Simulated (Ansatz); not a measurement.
The end of the path is a generated cell of AlAu: the first start was made by placing the elements on the sites of a structure type, and the end was not matched to a known phase here, so it may be hypothetical.

A geometry of AlAu away from equilibrium: the start of the relaxation of a generated cell, AlAu placed in the AFLOW prototype AB_tP8_136_g_f (as in BeO). The numbers are results of PBEsol (plane waves to 420 eV, PAW, scalar-relativistic; Ansatz, a first-principles code), not measurements. Γ-centred k-mesh 6×6×9 on the run's cell (coarser than for final values), Fermi–Dirac smearing 0.05 eV.

```xyz
8
Lattice="6.1754 0.0000 0.0000 0.0000 6.1754 0.0000 0.0000 0.0000 3.5622" Properties=species:S:1:pos:R:3:forces:R:3 pbc="T T T" free_energy=-54118.395 pressure_GPa=56.3
Al     2.0749     4.1004     0.0000   -0.6079    0.6079    0.0000
Al     5.1626     5.1626     1.7811   -0.6079   -0.6079    0.0000
Al     1.0128     1.0128     1.7811    0.6079    0.6079    0.0000
Al     4.1004     2.0749     0.0000    0.6079   -0.6079    0.0000
Au     1.9144     1.9144     0.0000   -1.1963   -1.1963    0.0000
Au     5.0021     1.1733     1.7811   -1.1963    1.1963    0.0000
Au     1.1733     5.0021     1.7811    1.1963   -1.1963    0.0000
Au     4.2610     4.2610     0.0000    1.1963    1.1963    0.0000
```

Positions in Å, forces in eV/Å, free energy of the cell in eV (comparable only within this code, potentials and settings). Largest force: 1.69 eV/Å, on Au5, Au6, Au7, Au8 (atoms numbered as listed); the geometry lies 1.12 eV/atom above the end of its relaxation.

No spin polarisation in the result.

The run could not lower the symmetry of its start; a shaken copy of this end point relaxes with PBEsol to P4/mbm (No. 127), 0.17 eV/atom lower.
